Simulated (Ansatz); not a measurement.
Method: Ansatz, DFT PBE, scalar-relativistic, plane waves, PAW. Settings: cutoff 420 eV, Γ-centred meshes spaced at most about 0.3 Å⁻¹, and about 0.25 Å⁻¹ or finer for metals (2π included), Gaussian smearing. No spin polarisation in the final relaxations.

These are static total energies at zero pressure.

Two forms of La5N were relaxed alike.

A.

Space group F-43m (No. 216). a = 9.985 Å, b = 9.985 Å, c = 9.985 Å, α = 90.00°, β = 90.00°, γ = 90.00°
| atom | site | symmetry | x | y | z |
| --- | --- | --- | --- | --- | --- |
| La | 16e | .3m | 0.3833 | 0.3833 | 0.1167 |
| La | 4d | -43m | 0.2500 | 0.2500 | 0.7500 |
| N | 4c | -43m | 0.2500 | 0.2500 | 0.2500 |

B.

Space group P6/mmm (No. 191). a = 6.204 Å, b = 6.204 Å, c = 9.078 Å, α = 90.00°, β = 90.00°, γ = 120.00°
| atom | site | symmetry | x | y | z |
| --- | --- | --- | --- | --- | --- |
| La | 3f | mmm | 0.5000 | 0.0000 | 0.0000 |
| La | 2e | 6mm | 0.0000 | 0.0000 | 0.7597 |
| N | 1a | 6/mmm | 0.0000 | 0.0000 | 0.0000 |

Question: Which would you expect to be lower, and how large is the difference?

Answer: A is lower, by 153 meV/atom. A has space group F-43m (No. 216), 41.5 Å³/atom and no gap on its mesh; B has space group P6/mmm (No. 191), 50.4 Å³/atom and no gap. Counting La atoms around N (those within 1.25 times the shortest such distance or 1.15 times the sum of covalent radii; a plus sign parts nearer from farther groups), A has N 4 and B has N 2+6. The denser one is the lower, and pressure would at first widen the difference. Even the lower one lies +0.23 eV/atom against the reference forms of the elements (uncorrected), so neither is stable at this level. Both come from invented guesses.

A magnetic state wasn't ruled out in cells without spin, among them F-43m, P6/mmm. Cells relaxed within their symmetry can be saddle points.
